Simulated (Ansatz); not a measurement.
Relaxed-ion elastic tensor of MgO in space group P3m1 (No. 156; Pearson symbol hP12) in GPa (Voigt order), DFT-PBEsol in the program Ansatz with PAW potentials; density 2.80 g/cm³, 11.93 Å³ per atom.

```
      1     2     3     4     5     6
-  ----  ----  ----  ----  ----  ----
1   188   102  81.4   0.0   0.0   0.0
2   102   188  81.4   0.0   0.0   0.0
3  81.4  81.4   171   0.0   0.0   0.0
4   0.0   0.0   0.0  49.1   0.0   0.0
5   0.0   0.0   0.0   0.0  49.1   0.0
6   0.0   0.0   0.0   0.0   0.0  43.2
```

Q: Is the crystal mechanically stable?

A: Yes: the smallest eigenvalue of C is 43.2 GPa.

Q: Work out the Voigt, Reuss and Hill averages.

A: K_V = 120, K_R = 119, K_H = 119; G_V = 47.1, G_R = 46.8, G_H = 47.0 GPa.

Q: Give Young's modulus, Poisson's ratio, Pugh's ratio and the universal anisotropy index.

A: E = 9KG/(3K + G) = 124 GPa; ν = 0.33; K/G = 2.54 (ductile by the Pugh limit of 1.75); A_U = 5G_V/G_R + K_V/K_R − 6 = 0.04.

Q: Estimate the sound speeds and the Debye temperature.

A: v_l = √((K + 4G/3)/ρ) = 8050 m/s, v_t = √(G/ρ) = 4090 m/s, mean 4590 m/s; Θ = (h/k)(3n/4πV)^(1/3) v_m = 597 K.

Q: How much does each axis shrink under pressure?

A: Linear compressibilities β_i = Σ_j S_ij (j = 1 to 3): x 2.5, y 2.5, z 3.5 per TPa.

The workflow started from a Materials Project entry (that database holds measured and hypothetical structures alike); the Crystallography Open Database copy checked does not list it. It is not the phase usual at ambient conditions (space group No. 225). Symmetry was held in the PBEsol relaxation; its stability against distortions is not shown here.

Potentials: the earlier of the program's two PAW sets. The files were generated under PBE; for other functionals the program regenerates the frozen cores, and for LDA and PBEsol the local potential too.
